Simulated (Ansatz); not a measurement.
Sc: the volume at rest

Sc in the hcp lattice, starting from this typed cell of 24.63 Å³ an atom.

```yaml
# lattice in Å, fractional positions
crystal:
  lattice:
    - [1.66000, -2.87520, 0.00000]
    - [1.66000, 2.87520, 0.00000]
    - [0.00000, 0.00000, 5.16000]
  atoms:
    - { symbol: Sc, position: [0.33333, 0.66667, 0.25000] }
    - { symbol: Sc, position: [0.66667, 0.33333, 0.75000] }
```

Method (Ansatz, development build): k mesh 6×6×4; Fermi–Dirac smearing of 0.1 eV; no spin. Cell and atoms are relaxed to zero stress with the symmetry kept and no dispersion correction.

Caveats: coarse k mesh.

**Question.** What volume results under PBE, and how much do the potentials matter?

**Answer.** 
| functional | potentials | cutoff (eV) | volume (Å³/atom) | change (%) |
| --- | --- | --- | --- | --- |
| PBE | all-electron PAW datasets (no frozen core) | 240 | 24.67 | 0.2 |
| PBE | Ansatz hand-made PAW | 610 | 24.67 | 0.2 |
| PBE | PseudoDojo norm-conserving | 1061 | 24.68 | 0.2 |
